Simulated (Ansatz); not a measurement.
A geometry of VBiO₄ away from equilibrium: the start of the relaxation of a generated cell, VBiO4 placed in the AFLOW prototype AB4C_tI12_82_c_g_a (H0_7, as in BPO4). These are r2SCAN (plane waves to 500 eV, PAW, scalar-relativistic; Ansatz, an electronic-structure program) values and carry that method's errors. Γ-centred k-mesh 7×7×7 on the run's cell (coarser than for final values), Fermi–Dirac smearing 0.05 eV.

```xyz
6
Lattice="-2.3045 2.3045 3.5308 2.3045 -2.3045 3.5308 2.3045 2.3045 -3.5308" Properties=species:S:1:pos:R:3 pbc="T T T"
V      0.0000     2.3045     1.7654
O      1.1218     1.1246     0.9025
O      1.1826     1.1799     4.4333
O      3.4843     1.1218    -0.9025
O     -1.1799     1.1826     2.6283
Bi     0.0000     0.0000     0.0000
```
Spin-polarised start, with parallel moments on V.

Q: Which atoms carry the largest force, and which way does it point?

A: 6.16 eV/Å, on O2, O3, O4, O5 (atoms numbered as listed); on O3 its components are (-3.65, -3.87, 3.10).

Q: What is the pressure?

A: +49.0 GPa, compression positive.

Q: How far above the relaxed end point is this geometry?

A: 1.27 eV/atom; the path ends in I-4 (No. 82).

No spin polarisation in the result: the starting moments vanished. No Hubbard U is applied.

The run could not lose the symmetry of its start: the end is stationary, and may be a saddle point rather than a minimum.

The end of the path is a generated cell of VBiO4: the first start was made by placing the elements on the sites of a structure type, and the end was not matched to a known phase here, so it may be hypothetical. Known forms of VBiO4 include space group No. 88.
